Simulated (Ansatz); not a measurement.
Input and command of a plane-wave DFT calculation in Ansatz:

```yaml
crystal:
  lattice:
    - [2.2411819439, 0.0, 0.0]
    - [-1.120590972, 1.9409204979, 0.0]
    - [0.0, 0.0, 3.5272153156]
  atoms:
    - { symbol: Be, position: [0.3333333333, 0.6666666667, 0.25] }
    - { symbol: Be, position: [0.6666666667, 0.3333333333, 0.75] }
basis:
  ecutwfc: 500
kpoints:
  mp_grid: { grid: [24, 24, 12] }
hamiltonian:
  xc: r2scan
scf:
  occupations: { method: gaussian, width: 0.1 }
output:
  forces: true
  stress: true
  eigenvalues: true
  write_density: true
  write_potential: true
  elf: true
  volumetric_format: npy
relax:
  adjacent_minimum: "off"
  f_tol: 0.01
  max_steps: 30
  cell: { stress_tol: 0.1, fix: [volume] }
```

```bash
ansatz run input.yaml --threads 1 --pin off --max-ram 2560MiB --backend cpu --events-out ev --progress --plain --runs-dir out
```

Processor: Arm Neoverse V1, 1 thread, on a host shared with other jobs.

Task: How long does it run, and how much memory does it take?

Result: About 20 s on 1 thread of Arm Neoverse V1, on a shared host, peak memory 0.39 GiB. It solves 6 bands at 427 k points (the mesh reduced by the symmetry that the task leaves, which can be less than the crystal's) with about 391 plane waves, in 11 SCF iterations over 3 ionic steps.
